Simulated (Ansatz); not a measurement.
Relaxed-ion elastic tensor of CeTaN3 (cubic perovskite, Pm-3m) in GPa (Voigt order), DFT-PBEsol in the program Ansatz with PAW potentials; density 9.31 g/cm³, 12.96 Å³ per atom.

```
 479   105   105   0.0   0.0   0.0
 105   479   105   0.0   0.0   0.0
 105   105   479   0.0   0.0   0.0
 0.0   0.0   0.0  80.9   0.0   0.0
 0.0   0.0   0.0   0.0  80.9   0.0
 0.0   0.0   0.0   0.0   0.0  80.9
```

Task: Is the crystal mechanically stable?

Result: Yes: the smallest eigenvalue of C is 80.9 GPa.

Task: Work out the Voigt, Reuss and Hill averages.

Result: K_V = 229, K_R = 229, K_H = 229; G_V = 123, G_R = 105, G_H = 114 GPa.

Task: Give Young's modulus, Poisson's ratio, Pugh's ratio and the universal anisotropy index.

Result: E = 9KG/(3K + G) = 293 GPa; ν = 0.29; K/G = 2.01 (ductile by the Pugh limit of 1.75); A_U = 5G_V/G_R + K_V/K_R − 6 = 0.89.

Task: Estimate the sound speeds and the Debye temperature.

Result: v_l = √((K + 4G/3)/ρ) = 6400 m/s, v_t = √(G/ρ) = 3500 m/s, mean 3900 m/s; Θ = (h/k)(3n/4πV)^(1/3) v_m = 495 K.

Task: Give the Zener ratio and Young's modulus along [100], [110] and [111].

Result: A = 2C44/(C11 − C12) = 0.43; 1/E = S11 − 2(S11 − S12 − S44/2)Γ with Γ = 0, 1/4, 1/3 gives 441, 249, 217 GPa.

The start of the workflow was typed in or built on a structure type; neither database checked (COD, Materials Project) lists it. Whether it is the stable phase at ambient conditions was not checked. The cell was relaxed with PBEsol under the symmetry of its start. At this level the phase is dynamically unstable (imaginary phonons). The workflow began spin-polarised and lost its moments. The 4f shell is in the valence. No Hubbard U is applied. As this level gives no gap, shear constants depend on the k-mesh and smearing (Fermi–Dirac, 0.1 eV here). On the denser mesh and wider smearing of the elastic run this cell carries a stress of 0.3 GPa. Scalar-relativistic: spin–orbit coupling is off unless named, which matters more the heavier the elements.

Potentials: the later of the program's two PAW sets.
